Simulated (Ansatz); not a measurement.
Given:

V:
```
CELL_PARAMETERS angstrom
     -1.47899     1.47899     1.47899
      1.47899    -1.47899     1.47899
      1.47899     1.47899    -1.47899
ATOMIC_POSITIONS crystal
  V  0.00000 0.00000 0.00000
```

This is the PBEsol-relaxed structure.

Task: All from DFT-PBEsol in the program Ansatz with PAW potentials, unless another level is named. Predict the Hill bulk and shear moduli.

Result: 197 and 35.7 GPa.

Task: Predict the elastic constants (relaxed ions, GPa).

Result: C11 = 293, C12 = 149, C44 = 21.5.

Space group Im-3m (bcc (W type)). The cell was relaxed with PBEsol under the symmetry of its start. The workflow began spin-polarised and lost its moments. The volume moved by 22 % from the start of the relaxation. As this level gives no gap, shear constants depend on the k-mesh and smearing (Fermi–Dirac, 0.1 eV here). On the denser mesh and wider smearing of the elastic run this cell carries a stress of 0.4 GPa.

Potentials: the later of the program's two PAW sets.
